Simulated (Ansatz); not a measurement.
Nb: frozen-core PAW against all-electron methods

```
Nb
1.0
     0.00000    2.11500    2.11500
     2.11500    0.00000    2.11500
     2.11500    2.11500    0.00000
Nb
1
Direct
  0.00000 0.00000 0.00000
```

Conventional cell: a = 4.230 Å, b = 4.230 Å, c = 4.230 Å, α = 90.00°, β = 90.00°, γ = 90.00°. Nb (atom 1) has 12 Nb at 2.99 Å as nearest neighbours.

The geometry is COD entry 1534903, unchecked; take it as a test cell.

All numbers are computed: DFT, LDA, PAW with Ansatz's default frozen-core files, scalar-relativistic (Ansatz 0.2.0); DFT, LDA, all-electron PAW with datasets made for the crystal, scalar-relativistic (Ansatz 0.2.0); DFT, LDA, all-electron LAPW, scalar-relativistic (Ansatz 0.2.0).

For PAW: a Γ-centred 13×13×13 k mesh, Fermi–Dirac smearing of 0.03 eV, cutoff 420 eV, no spin polarisation; the PAW files were made with PBE, and the program remakes their frozen cores for this functional. The crystal-made all-electron datasets (AE datasets) take a cutoff of 240 eV at this cell. LAPW targets a basis error of 0.5 meV/atom. The Ansatz runs share mesh, smearing and spin set-up. Plane-wave (PAW) pressures include the program's estimate of the Pulay term.

Stress and pressure are positive in compression.

Levels count from the Fermi level.

| quantity | PAW | AE datasets | LAPW |
| --- | --- | --- | --- |
| pressure (GPa) | -10.32 | -10.32 | -10.33 |
| highest filled level at U (eV) | -2.158 | -2.159 | -2.159 |
| lowest empty level at U (eV) | 0.601 | 0.601 | 0.601 |
| highest filled level at X (eV) | -3.253 | -3.255 | -3.255 |
| lowest empty level at X (eV) | 3.604 | 3.604 | 3.604 |
| highest filled level at W (eV) | -1.067 | -1.067 | -1.067 |
| lowest empty level at W (eV) | 1.859 | 1.859 | 1.859 |

PAW's pressure differs from the LAPW value by about 0.01 GPa or less.
